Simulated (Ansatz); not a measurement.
HF on a (100) slab of TiC (Fm-3m (No. 225)), 4 planes, outer planes TiC (top) and TiC (bottom), 1 a cell of 36.8 Å², relaxed and still whole (its atoms last):

```
CELL_PARAMETERS angstrom
6.06863 0.00000 0.00000
0.00000 6.06863 0.00000
0.00000 0.00000 24.43675
ATOMIC_POSITIONS crystal
Ti 0.25000 0.25000 0.32738
Ti 0.25000 0.75000 0.32738
Ti 0.75000 0.25000 0.32738
Ti 0.75000 0.75000 0.32738
C 0.50000 0.50000 0.32738
C 0.50000 0.00000 0.32738
C 0.00000 0.50000 0.32738
C 0.00000 0.00000 0.32738
Ti 0.50000 0.50000 0.41518
Ti 0.50000 0.00000 0.41518
Ti 0.00000 0.50000 0.41518
Ti 0.00000 0.00000 0.41518
C 0.75000 0.75000 0.41518
C 0.75000 0.25000 0.41518
C 0.25000 0.75000 0.41518
C 0.25000 0.25000 0.41518
Ti 0.74943 0.74942 0.50241
Ti 0.74961 0.25053 0.50221
Ti 0.25053 0.74961 0.50221
Ti 0.25042 0.25041 0.50199
C 0.99999 0.99998 0.50266
C 0.99992 0.50022 0.50286
C 0.50021 0.99991 0.50286
C 0.50016 0.50016 0.50305
Ti 0.00078 0.00078 0.58752
Ti 0.00130 0.49970 0.58759
Ti 0.49975 0.00127 0.58759
Ti 0.49837 0.49837 0.58983
C 0.25020 0.25020 0.59278
C 0.24913 0.75090 0.59217
C 0.75092 0.24911 0.59216
C 0.75226 0.75229 0.59350
F 0.57714 0.57676 0.68436
H 0.67033 0.67101 0.66037
```

All numbers below come from Ansatz 0.2.0, DFT PBE+D3(BJ), scalar-relativistic, plane waves, PAW. Cutoff 420 eV; k points 3×3×1 on the computed 34-atom cell (Γ-centred); Gaussian smearing, width 0.10 eV; no spin polarisation. A dipole correction removes the field between periodic images along c.

It binds with 0.51 eV a molecule against the clean slab and the free molecule (no zero-point or thermal terms); its shortest contact is H–C 1.78 Å. Take first-order desorption with no barrier to adsorption, no reaction on the face and an assumed prefactor of 10^13 s⁻¹.

Problem. How long does a molecule stay at 473 K?

Solution. τ = ν⁻¹·exp(E/k_BT) with k_BT = 0.0408 eV: E/k_BT = 12.5, so τ ≈ 3×10^-8 s. At about one hit a site a second (10⁻⁶ mbar) the coverage is near τ × 1 s⁻¹, so a layer needs roughly 4×10^1 mbar.

Problem. Where does its peak lie in a desorption experiment heated at 1 K/s?

Solution. The peak obeys E/(k_B·T_p²) = (ν/β)·exp(−E/k_BT_p). Solving gives T_p ≈ 187 K (E/k_BT_p = 31.7). An error of 0.1 eV in E moves it by about 37 K, and larger molecules have larger prefactors, which lowers it.

Problem. Is this physisorption or chemisorption?

Solution. The tightest contact, F–Ti 2.41 Å, is 1.11 times the sum of covalent radii, and deformation and lateral interaction add up to +0.13 eV. This is chemisorption.